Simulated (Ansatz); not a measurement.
Ag:
```xyz
6
Lattice="0.0000 3.8607 3.8607 3.8607 0.0000 3.8607 3.8607 3.8607 0.0000" Properties=species:S:1:pos:R:3 pbc="T T T"
Ag     5.7910     5.7910     5.7910
Ag     3.8607     3.8607     3.8607
Ag     2.8955     0.9652     2.8955
Ag     0.9652     0.9652     0.9652
Ag     0.9652     2.8955     2.8955
Ag     2.8955     2.8955     0.9652
```

Relaxed with PBE. Special points in fractions of this cell's reciprocal vectors: Γ (0.000, 0.000, 0.000); X (0.500, 0.000, 0.500); U (0.625, 0.250, 0.625); K (0.375, 0.375, 0.750); L (0.500, 0.500, 0.500); W (0.500, 0.250, 0.750).

Question: List the band energies nearest the Fermi level at these points for PBE with spin–orbit coupling in the plane-wave PAW code Ansatz.

Answer: In eV from the Fermi level; about four levels below and three above (degenerate sets whole), none deeper than 8.9 eV; points with the same levels are listed once.

```
k                    below                above
-  -----------------------  -------------------
Γ  -2.41 -2.41 -2.41 -2.41  0.36 0.36 1.75 1.75
X  -2.78 -2.78 -2.78 -2.78  0.02 0.02 0.02 0.02
U  -2.51 -2.51 -2.13 -2.13  0.36 0.36 0.47 0.47
L  -2.96 -2.96 -2.45 -2.45  0.55 0.55 1.47 1.47
W  -1.88 -1.88 -1.83 -1.83  3.18 3.18 3.18 3.18
```

Space group Fd-3m. The start of the workflow was typed in or built on a structure type; neither database checked (COD, Materials Project) lists it. It is not the phase usual at ambient conditions (space group No. 225). The PBE relaxation kept the symmetry of its start; whether a distortion lowers the energy is not shown. No spin polarisation was allowed.

Potentials: the earlier of the program's two PAW sets.
